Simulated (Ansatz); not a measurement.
SrP:
```
CELL_PARAMETERS angstrom
      8.07680     0.00000     0.00000
     -4.03840     6.99472     0.00000
      0.00000     0.00000     6.05115
ATOMIC_POSITIONS crystal
  Sr 0.00000 0.64021 0.50000
  Sr 0.64021 0.00000 0.50000
  Sr 0.35979 0.35979 0.50000
  Sr 0.00000 0.30515 0.00000
  Sr 0.30515 0.00000 0.00000
  Sr 0.69485 0.69485 0.00000
  P  0.66667 0.33333 0.19120
  P  0.66667 0.33333 0.80880
  P  0.33333 0.66667 0.19120
  P  0.33333 0.66667 0.80880
  P  0.00000 0.00000 0.68620
  P  0.00000 0.00000 0.31380
```

Plane-wave PAW r²SCAN (Ansatz code) gives a gap of 0.75 eV without spin–orbit coupling, maximum at Γ, minimum at A.

Q: What happens when spin–orbit coupling is switched on?

A: The gap drops by 0.01 eV, to 0.74 eV; maximum at Γ, minimum at A.

Q: Give the electron effective mass with spin–orbit coupling.

A: 0.14, 0.90, 0.90 mₑ (principal values).

Q: Give the hole effective mass with spin–orbit coupling.

A: 0.40, 0.80, 0.80 mₑ (principal values).

Space group P-62m. The workflow started from a Materials Project entry (that database holds measured and hypothetical structures alike); the Crystallography Open Database files this formula in space group No. 189, but the cells were not matched. Whether it is the stable phase at ambient conditions was not checked. The r²SCAN relaxation kept the symmetry of its start; its stability against distortions is not shown here.

Potentials: the later of the program's two PAW sets.
